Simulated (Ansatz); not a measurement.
Cu Kα1 powder pattern (kinematic, no thermal factors).
```csv
2θ (°),relative intensity
13.54,3
19.19,100
23.56,11
27.27,41
30.57,1
33.56,27
38.95,20
41.42,5
43.77,39
48.20,4
52.34,30
56.26,4
60.01,15
63.63,8
65.39,2
67.13,11
70.55,4
73.89,15
80.42,6
83.64,2
86.84,10
```

The pattern is computed from a structure relaxed with DFT PBE, scalar-relativistic, plane waves, PAW (Ansatz 0.2.0). No spin polarisation. Its elements are F, Sn, Sr.

Problem. Give the structure.

Solution. SrSnF6.
Space group Pm-3m (No. 221). a = 6.535 Å, b = 6.535 Å, c = 6.535 Å, α = 90.00°, β = 90.00°, γ = 90.00°
```
atom  site  symmetry       x       y       z
  Sr    1a      m-3m  0.0000  0.0000  0.0000
  Sn    1b      m-3m  0.5000  0.5000  0.5000
   F    6e      4m.m  0.3491  0.0000  0.0000
```

A pattern alone doesn't exclude other cells with like lines; this is the one computed.

The cell was found from a structure generator's guess, not taken from experiment.
